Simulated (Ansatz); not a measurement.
A: Lu (hcp, Mg type), a = b = 3.507 Å, c = 5.462 Å, α = β = 90.00°, γ = 120.00°
B: Ti (hcp, Mg type), a = b = 2.939 Å, c = 4.650 Å, α = β = 90.00°, γ = 120.00°
C: Ge2Sb2Te5 (Ge2Sb2Te5-Kooi type, space group P-3m1), a = b = 4.293 Å, c = 17.634 Å, α = β = 90.00°, γ = 120.00°

Scan: energy against volume (even scaling of the relaxed cell, symmetry kept). All come from one method, each on a k mesh of its own. All were relaxed with their symmetry unable to fall. Lu is run without spin polarisation. Spin-orbit coupling is left out. Ti is run without spin polarisation.

**Question.** Rank these by bulk modulus at fixed cell shape (fitted) (highest first), as PBE (plane waves to 420 eV, PAW, scalar-relativistic; Ansatz, an electronic-structure program) gives it.

**Answer.** B (112 GPa), A (46.7 GPa), C (25.4 GPa)

(A scan under strain: stresses follow from slopes of the energy per volume, elastic moduli from its curvatures.)
